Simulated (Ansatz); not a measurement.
Consider the following.

In2Pt3:
```
CELL_PARAMETERS angstrom
      5.61146     0.00000     0.00000
     -2.80573     4.85967     0.00000
      0.00000     0.00000    13.83311
ATOMIC_POSITIONS crystal
  In 0.00000 0.00000 0.25000
  In 0.00000 0.00000 0.75000
  In 0.33333 0.66667 0.25000
  In 0.66667 0.33333 0.75000
  In 0.33333 0.66667 0.91777
  In 0.66667 0.33333 0.08223
  In 0.66667 0.33333 0.41777
  In 0.33333 0.66667 0.58223
  Pt 0.16571 0.33141 0.09058
  Pt 0.83429 0.66859 0.90942
  Pt 0.83429 0.16571 0.59058
  Pt 0.16571 0.83429 0.40942
  Pt 0.66859 0.83429 0.09058
  Pt 0.33141 0.16571 0.90942
  Pt 0.83429 0.66859 0.59058
  Pt 0.16571 0.33141 0.40942
  Pt 0.16571 0.83429 0.09058
  Pt 0.83429 0.16571 0.90942
  Pt 0.33141 0.16571 0.59058
  Pt 0.66859 0.83429 0.40942
```

This is the r²SCAN-relaxed structure.

### Question
All from plane-wave PAW r²SCAN (Ansatz code), unless another level is named. Estimate the density of states at the Fermi level.

### Answer
0.11 states/eV per atom (mean over ±0.08 eV).

### Question
And the formation energy from the elements (no fitted shifts)?

### Answer
-0.59 eV/atom.

Space group P6_3/mmc. The workflow started from a Materials Project entry (that database holds measured and hypothetical structures alike); the Crystallography Open Database copy checked does not list it. Whether it is the stable phase at ambient conditions was not checked. The r²SCAN relaxation kept the symmetry of its start; whether a distortion lowers the energy is not shown. The run is not spin-polarised. The references are the lowest solids computed at this level, not always the standard phases. Scalar-relativistic: spin–orbit coupling is off unless named, which matters more the heavier the elements.

Potentials: the later of the program's two PAW sets.
